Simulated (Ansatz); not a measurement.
Rb₂TiCl₆ (space group Fm-3m)

```
CELL_PARAMETERS angstrom
      0.00000     4.95179     4.95179
      4.95179     0.00000     4.95179
      4.95179     4.95179     0.00000
ATOMIC_POSITIONS crystal
  Rb 0.25000 0.25000 0.25000
  Rb 0.75000 0.75000 0.75000
  Ti 0.00000 0.00000 0.00000
  Cl 0.76405 0.76405 0.23595
  Cl 0.23595 0.23595 0.76405
  Cl 0.23595 0.76405 0.76405
  Cl 0.76405 0.23595 0.23595
  Cl 0.76405 0.23595 0.76405
  Cl 0.23595 0.76405 0.23595
```

The slice is a {111} plane (indices of the conventional cell) through the point (0.250, 0.250, 0.250) (fractional), spanned by u = [100] and v = [-1 2 0] in vectors of this cell: u (7.00 Å) and v (12.13 Å, at 90° to u). It covers one period; positions are fractions (u, v).

Calculation: PBEsol (plane waves to 420 eV, PAW, scalar-relativistic; Ansatz, a first-principles code). k mesh 6×6×6. Near the nuclei the fields are pseudised (PAW); where an atom keeps semicore shells as valence, they peak there. Rb2TiCl6 is run without spin polarisation. Rb2TiCl6 was relaxed with its symmetry unable to fall.

### Question
Sketch the electrostatic potential energy of an electron, from the cell's mean on this plane as a map.

### Answer
```
|xxxx227777xxxxxx777722xx|
|003366888855225588886633|
|778877556655445566557788|
|9988xxxxxx445544xxxxxx88|
|9977xxxxxx227722xxxxxx77|
|9988xxxxxx668866xxxxxx88|
|999988777777777777778899|
|889999886633003366889999|
|xxxx887722xxxxxx227788xx|
|xxxx557700xxxxxx007755xx|
|xxxx777722xxxxxx227777xx|
|225588886633003366888855|
|445566557788778877556655|
|5544xxxxxx889988xxxxxx44|
|7722xxxxxx779977xxxxxx22|
|8866xxxxxx889988xxxxxx66|
|777777778899999988777777|
|003366889999889999886633|
|xxxx227788xxxxxx887722xx|
|xxxx007755xxxxxx557700xx|
```
Scale: ten equal steps from -1.00 (start of '0') to 7.19 (end of '9'), in the order '0123456789'. Values: electrostatic potential energy of an electron, from the cell's mean, in eV. The map has 12 points along u (two characters each, u = 0 at the left) and 20 along v (v = 0 in the bottom row). Points within 1 Å of a nucleus are blanked (x), as the pseudised field means little there. Values under -1 eV are set to -1. The zero, the cell's mean, hangs on the PAW cores.
